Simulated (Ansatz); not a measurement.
Lu$_{3}$AlN (anti-perovskite, Pm-3m), DFT-r²SCAN in the program Ansatz with PAW potentials, all energies at zero smearing, with the estimated change up to a 700 eV cutoff added, with one set of potentials and settings (totals compare only within such a set). Cell of 5 atoms (3 Lu, 1 Al, 1 N): -45161.673 eV.

```csv
element,reference phase,E (eV/atom)
Lu,"P6_3/mmc, 2 atoms in the cell",-14743.6978
Al,"Fm-3m, 1 atoms in the cell",-540.4083
N,"Pa-3, 8 atoms in the cell",-384.8315
```

Formation energy per atom, worked out: (-45161.673 − 3×(-14743.6978) − 1×(-540.4083) − 1×(-384.8315))/5 = -1.068 eV/atom (-103 kJ per mol of atoms), at 0 K, without zero-point energy or fitted corrections.

The first step of the workflow began from a Materials Project structure, measured or hypothetical; the Crystallography Open Database copy checked does not list it. Whether it is the stable phase at ambient conditions was not checked. The cell was relaxed with r²SCAN under the symmetry of its start; whether a distortion lowers the energy is not shown. The references are the lowest solids computed at this level, not always the standard phases (solids in place of the gases). Spin–orbit coupling is left out wherever it is not named.

Potentials: the later of the program's two PAW sets.
